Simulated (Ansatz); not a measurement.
## InAs (zinc blende), energy against volume

InAs (zinc blende)

```
InAs
1.0
    0.00000     3.09316     3.09316
    3.09316     0.00000     3.09316
    3.09316     3.09316     0.00000
As In
1 1
Cartesian
  4.63974   4.63974   4.63974
  0.00000   0.00000   0.00000
```

E(V) scan at fixed shape, V₀ the volume above. Symmetry pins the atoms to their sites.

Level of theory: PBE (plane waves to 420 eV, PAW, scalar-relativistic; Ansatz, a quantum-chemistry and plane-wave program). k mesh 9×9×9 (Γ-centred), Fermi-Dirac smearing 0.05 eV. E stands for the smeared free energy. Stress and pressure are positive under compression. At this level the bands of InAs touch or barely overlap; measurements give the solid a gap. InAs was relaxed with its symmetry unable to fall. ΔE is measured from the relaxed starting cell.

| a (Å) | ΔE (eV/atom) | P (GPa) |
|---|---|---|
| 5.8370 | 0.160 | 12.8 |
| 5.9102 | 0.096 | 9.2 |
| 5.9817 | 0.050 | 6.2 |
| 6.0514 | 0.021 | 3.8 |
| 6.1196 | 0.005 | 1.7 |
| 6.1863 | 0.000 | 0.0 |
| 6.2516 | 0.004 | -1.4 |
| 6.3156 | 0.016 | -2.6 |
| 6.3783 | 0.034 | -3.6 |
| 6.4398 | 0.058 | -4.4 |
| 6.5001 | 0.086 | -5.0 |

Read from the data:

- Pressure at the smallest volume: 12.8 GPa
- Energy cost of the largest compression: 160 meV/atom
- Energy cost of the largest expansion: 86 meV/atom
- Bulk modulus B₀ (third-order Birch-Murnaghan fit): 48.3 GPa
- Pressure derivative B₀′ (fit): 4.8
- Equilibrium volume of the fit: 29.60 Å³/atom
- Pressure for 5 % compression (fit): 2.8 GPa

(A scan under strain: stresses follow from slopes of the energy per volume, elastic moduli from its curvatures.)
